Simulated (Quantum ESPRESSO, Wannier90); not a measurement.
**Mg2Ge (anti-fluorite), plane waves to Wannier functions**

```xyz
3
Lattice="0.0000 3.1843 3.1843 3.1843 0.0000 3.1843 3.1843 3.1843 0.0000" Properties=species:S:1:pos:R:3 pbc="T T T"
Mg    -1.5921    -1.5921    -1.5921
Mg     1.5921     1.5921     1.5921
Ge     0.0000     0.0000     0.0000
```

Cell from Materials Project (mp-408), symmetrised, no further relaxation. COD (Crystallography Open Database) has an entry of this formula and space group (matched by these alone). Method: LDA plane waves in Quantum ESPRESSO 7.5 (PseudoDojo norm-conserving files, 68 Ry, no spin polarisation, no spin-orbit coupling), Bloch states on a 8×8×8 mesh through Γ, Wannier90 4.0.1. Density: 8×8×8 mesh, cold smearing 0.01 Ry. Spin-orbit coupling, left out, would split the p-like bands by a few tenths of an eV. The gap is small at this level and was sampled on the meshes and a path alone.

A tight-binding model is made by disentanglement and projection with no localisation steps (num_iter = 0), so the 12 orbitals stay atom-like: hydrogen-like Mg: s;p; Ge: s;p, axes along x, y, z; frozen window up to 1.63 eV relative to the valence-band maximum. It follows pw.x to 7.4 meV rms for states up to 1.1 eV relative to the valence-band maximum. Matrix elements depend on this choice of orbitals and windows.

The 30 largest hoppings ⟨m,0|H|n,R⟩ between different sites (one of each Hermitian pair; signs follow the real orbitals' lobes; the list may end inside a set of equal values):

```json
[
 {"m": "Mg2 py", "n": "Mg1 py", "R": "0 1 0", "distance of the centres (Å)": "3.18", "t (eV)": "1.946"},
 {"m": "Mg2 py", "n": "Mg1 py", "R": "1 0 1", "distance of the centres (Å)": "3.18", "t (eV)": "1.946"},
 {"m": "Mg2 px", "n": "Mg1 px", "R": "0 1 1", "distance of the centres (Å)": "3.18", "t (eV)": "1.946"},
 {"m": "Mg2 pz", "n": "Mg1 pz", "R": "1 1 0", "distance of the centres (Å)": "3.18", "t (eV)": "1.946"},
 {"m": "Mg2 px", "n": "Mg1 px", "R": "1 0 0", "distance of the centres (Å)": "3.18", "t (eV)": "1.946"},
 {"m": "Mg2 pz", "n": "Mg1 pz", "R": "0 0 1", "distance of the centres (Å)": "3.19", "t (eV)": "1.946"},
 {"m": "Mg2 py", "n": "Mg1 s", "R": "0 1 0", "distance of the centres (Å)": "3.18", "t (eV)": "1.169"},
 {"m": "Mg2 s", "n": "Mg1 px", "R": "1 0 0", "distance of the centres (Å)": "3.18", "t (eV)": "-1.169"},
 {"m": "Mg2 s", "n": "Mg1 py", "R": "0 1 0", "distance of the centres (Å)": "3.18", "t (eV)": "-1.169"},
 {"m": "Mg2 s", "n": "Mg1 px", "R": "0 1 1", "distance of the centres (Å)": "3.18", "t (eV)": "1.169"},
 {"m": "Mg2 s", "n": "Mg1 py", "R": "1 0 1", "distance of the centres (Å)": "3.18", "t (eV)": "1.169"},
 {"m": "Mg2 py", "n": "Mg1 s", "R": "1 0 1", "distance of the centres (Å)": "3.18", "t (eV)": "-1.169"},
 {"m": "Mg2 px", "n": "Mg1 s", "R": "0 1 1", "distance of the centres (Å)": "3.18", "t (eV)": "-1.169"},
 {"m": "Mg2 pz", "n": "Mg1 s", "R": "1 1 0", "distance of the centres (Å)": "3.18", "t (eV)": "-1.169"},
 {"m": "Mg2 px", "n": "Mg1 s", "R": "1 0 0", "distance of the centres (Å)": "3.18", "t (eV)": "1.169"},
 {"m": "Mg2 s", "n": "Mg1 pz", "R": "1 1 0", "distance of the centres (Å)": "3.18", "t (eV)": "1.168"},
 {"m": "Mg2 pz", "n": "Mg1 s", "R": "0 0 1", "distance of the centres (Å)": "3.18", "t (eV)": "1.168"},
 {"m": "Mg2 s", "n": "Mg1 pz", "R": "0 0 1", "distance of the centres (Å)": "3.18", "t (eV)": "-1.168"},
 {"m": "Ge3 py", "n": "Mg2 s", "R": "0 0 0", "distance of the centres (Å)": "2.76", "t (eV)": "-1.016"},
 {"m": "Ge3 py", "n": "Mg1 s", "R": "0 0 0", "distance of the centres (Å)": "2.76", "t (eV)": "1.016"},
 {"m": "Mg2 s", "n": "Ge3 py", "R": "1 0 0", "distance of the centres (Å)": "2.76", "t (eV)": "1.016"},
 {"m": "Ge3 py", "n": "Mg1 s", "R": "0 0 1", "distance of the centres (Å)": "2.76", "t (eV)": "-1.016"},
 {"m": "Mg2 s", "n": "Ge3 px", "R": "1 0 0", "distance of the centres (Å)": "2.76", "t (eV)": "-1.016"},
 {"m": "Ge3 px", "n": "Mg1 s", "R": "0 1 0", "distance of the centres (Å)": "2.76", "t (eV)": "-1.016"},
 {"m": "Ge3 px", "n": "Mg1 s", "R": "0 0 0", "distance of the centres (Å)": "2.76", "t (eV)": "1.016"},
 {"m": "Mg2 s", "n": "Ge3 pz", "R": "0 1 0", "distance of the centres (Å)": "2.76", "t (eV)": "1.016"},
 {"m": "Ge3 py", "n": "Mg1 s", "R": "1 0 0", "distance of the centres (Å)": "2.76", "t (eV)": "-1.016"},
 {"m": "Mg2 s", "n": "Ge3 py", "R": "0 0 1", "distance of the centres (Å)": "2.76", "t (eV)": "1.016"},
 {"m": "Ge3 py", "n": "Mg1 s", "R": "0 1 0", "distance of the centres (Å)": "2.76", "t (eV)": "1.016"},
 {"m": "Ge3 px", "n": "Mg1 s", "R": "1 0 0", "distance of the centres (Å)": "2.76", "t (eV)": "1.016"}
]
```
